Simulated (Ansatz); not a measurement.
## Sc started on a Pb site and Sc started on a Pb site, 10.19 Å apart on the ideal sites in cubic perovskite CsPbBr3, 40 atoms, charge 0

All numbers come from Ansatz (PAW, plane waves, no spin–orbit coupling) at the single k point (¼, ¼, ¼) without its symmetry partners. The atoms were relaxed with PBEsol in a fixed cell; other functionals are single points on those atoms unless said otherwise. The valence top and gap of the host come from its small cell on a dense mesh, with the band extrema sought between the mesh points, lined up by the mean potential, PBEsol gap 1.44 eV, r²SCAN gap 1.91 eV.

Relaxed structure:

```yaml
crystal:
  lattice:
    - [11.76333, 0.00000, 0.00000]
    - [0.00000, 11.76333, 0.00000]
    - [0.00000, 0.00000, 11.76333]
  atoms:
    - { symbol: Cs, position: [0.97869, 0.00325, 0.99242] }
    - { symbol: Cs, position: [0.97805, 0.00075, 0.51331] }
    - { symbol: Cs, position: [0.02888, 0.50717, 0.03074] }
    - { symbol: Cs, position: [0.01119, 0.49816, 0.46771] }
    - { symbol: Cs, position: [0.51592, 0.99281, 0.96776] }
    - { symbol: Cs, position: [0.52539, 0.00771, 0.53508] }
    - { symbol: Cs, position: [0.47391, 0.49463, 0.02316] }
    - { symbol: Cs, position: [0.48351, 0.50937, 0.49708] }
    - { symbol: Sc, position: [0.24438, 0.25327, 0.24780] }
    - { symbol: Sc, position: [0.74738, 0.75350, 0.74447] }
    - { symbol: Pb, position: [0.25172, 0.24800, 0.75172] }
    - { symbol: Pb, position: [0.25103, 0.76922, 0.25200] }
    - { symbol: Pb, position: [0.24589, 0.74697, 0.75120] }
    - { symbol: Pb, position: [0.74591, 0.24763, 0.25055] }
    - { symbol: Pb, position: [0.75412, 0.26815, 0.75052] }
    - { symbol: Pb, position: [0.74957, 0.74891, 0.24876] }
    - { symbol: Br, position: [0.24555, 0.27436, 0.01479] }
    - { symbol: Br, position: [0.24146, 0.24700, 0.47668] }
    - { symbol: Br, position: [0.25735, 0.73142, 0.00322] }
    - { symbol: Br, position: [0.23865, 0.72870, 0.50050] }
    - { symbol: Br, position: [0.74544, 0.23117, 0.99922] }
    - { symbol: Br, position: [0.75304, 0.22831, 0.50205] }
    - { symbol: Br, position: [0.73998, 0.74437, 0.97490] }
    - { symbol: Br, position: [0.75286, 0.78015, 0.51282] }
    - { symbol: Br, position: [0.01412, 0.27465, 0.24005] }
    - { symbol: Br, position: [0.00091, 0.21879, 0.75420] }
    - { symbol: Br, position: [0.00227, 0.73177, 0.24417] }
    - { symbol: Br, position: [0.97574, 0.75952, 0.75965] }
    - { symbol: Br, position: [0.47291, 0.25181, 0.25295] }
    - { symbol: Br, position: [0.50484, 0.23581, 0.74870] }
    - { symbol: Br, position: [0.49820, 0.72503, 0.26007] }
    - { symbol: Br, position: [0.51854, 0.76633, 0.73353] }
    - { symbol: Br, position: [0.21642, 0.03395, 0.21852] }
    - { symbol: Br, position: [0.27094, 0.99794, 0.76772] }
    - { symbol: Br, position: [0.25412, 0.48104, 0.25725] }
    - { symbol: Br, position: [0.28458, 0.49910, 0.75534] }
    - { symbol: Br, position: [0.78654, 0.99958, 0.24979] }
    - { symbol: Br, position: [0.75104, 0.98152, 0.75801] }
    - { symbol: Br, position: [0.75906, 0.49911, 0.27487] }
    - { symbol: Br, position: [0.73337, 0.53354, 0.70807] }
```

Chemical potentials μ are those of reference phases of the elements at zero temperature by the same functional (the usual solids, diamond for C, grey Sn, and the molecules H2, N2, O2, F2, Cl2, Br2 and S8).

```tsv
functional	E(defect) − E(host) − Σ nμ + q·E_VBM (eV)	monopole (eV)	alignment (eV)	formation energy at E_F = VBM (eV)	moment (μB)	wall time, shared host
PBEsol	-3.06	0.00	0.00	-3.06	0 (no spin)	67 s on NVIDIA H100 (relaxation)
r²SCAN	-3.18	0.00	0.00	-3.18	0 (no spin)	2.5 min on 2 threads of EPYC 7R13
```

r²SCAN one-electron levels near the gap (the ten most localised at most), from the host's valence top:

```csv
level (eV),spin,filling,atoms sharing it,element of the atom with most weight
1.94,both,2.00,14.6,spread
2.08,both,0.00,8.0,Sc
2.16,both,0.00,5.9,Sc
2.19,both,0.00,4.4,Sc
```

The charge sits partly or wholly in a band of the host, at the cell's one k point and not at the band edge, so the formation energy is too high and the charge correction doesn't apply as it stands.

The runs had no spin polarisation though PBEsol leaves holes or close levels at the Fermi level; a state of higher spin may be lower.

All elements are taken at their own reference at once; growth conditions in equilibrium with the host shift these energies, by up to the host's formation enthalpy.

The ideal cubic host may itself distort, and that gain is in these energies.

One k point and a cell of this size can leave errors of several tenths of an eV in such numbers.
